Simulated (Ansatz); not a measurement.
AlIr:
```
CELL_PARAMETERS angstrom
      2.98936     0.00000     0.00000
      0.00000     2.98936     0.00000
      0.00000     0.00000     2.98936
ATOMIC_POSITIONS crystal
  Al 0.00000 0.00000 0.00000
  Ir 0.50000 0.50000 0.50000
```

Relaxed with PBEsol. Special points in fractions of this cell's reciprocal vectors: Γ (0.000, 0.000, 0.000); X (0.000, 0.500, 0.000); M (0.500, 0.500, 0.000); R (0.500, 0.500, 0.500).

**Question.** List the band energies nearest the Fermi level at these points for plane-wave PAW PBEsol with spin–orbit coupling (Ansatz code).

**Answer.** In eV from the Fermi level; about four levels below and three above (degenerate sets whole), none deeper than 8.9 eV; points with the same levels are listed once.

```csv
k,below,above
Γ,-2.09 -2.09 -2.09 -2.09 -1.35 -1.35,3.43 3.43 4.43 4.43 4.43 4.43
X,-3.61 -3.61 -1.50 -1.50,0.24 0.24 5.72 5.72
M,-3.02 -3.02 -0.31 -0.31,2.20 2.20 5.19 5.19
R,-0.23 -0.23 -0.23 -0.23,0.56 0.56 0.95 0.95
```

Space group Pm-3m (CsCl type). The workflow started from a Materials Project entry (that database holds measured and hypothetical structures alike); the Crystallography Open Database copy checked does not list it. With Al and Ir taken as one species the cell has the higher symmetry Im-3m, so it may be an ordered model of a mixed-site phase. Whether it is the stable phase at ambient conditions was not checked. The PBEsol relaxation kept the symmetry of its start; of distortions, only those at the zone centre were tested. No spin polarisation was allowed.

Potentials: the later of the program's two PAW sets.
